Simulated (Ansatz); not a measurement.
Input and command of a plane-wave DFT calculation in Ansatz:

```yaml
crystal:
  lattice:
    - [5.437935204, 0.0, 0.0]
    - [-2.718967602, 4.7093900308, 0.0]
    - [0.0, 0.0, 6.5182308154]
  atoms:
    - { symbol: In, position: [0.6666666667, 0.3333333333, 0.25] }
    - { symbol: In, position: [0.3333333333, 0.6666666667, 0.75] }
    - { symbol: In, position: [0.0, 0.0, 0.5] }
    - { symbol: In, position: [0.0, 0.0, 0.0] }
    - { symbol: Sb, position: [0.6666666667, 0.3333333333, 0.75] }
    - { symbol: Sb, position: [0.3333333333, 0.6666666667, 0.25] }
basis:
  ecutwfc: 420
kpoints:
  mp_grid: { grid: [12, 12, 6] }
hamiltonian:
  xc: pbesol
scf:
  occupations: { method: gaussian, width: 0.1 }
output:
  forces: true
  stress: true
  eigenvalues: true
relax:
  adjacent_minimum: "off"
  f_tol: 0.01
  max_steps: 30
  cell: { stress_tol: 0.1, fix: [volume] }
```

```bash
ansatz run input.yaml --threads 1 --pin off --max-ram 2560MiB --backend cpu --events-out ev --progress --plain --runs-dir out
```

Processor: Intel(R) Xeon(R) 6975P-C (Granite Rapids), 1 thread, on a host shared with other jobs.

Q: Estimate time, memory and problem size.

A: About 51 s on 1 thread of Intel(R) Xeon(R) 6975P-C (Granite Rapids) (shared host), peak memory 0.78 GiB. It solves 50 bands at 76 k points (the mesh reduced by the symmetry that the task leaves, which can be less than the crystal's) with about 3267 plane waves, in 15 SCF iterations over 3 ionic steps.
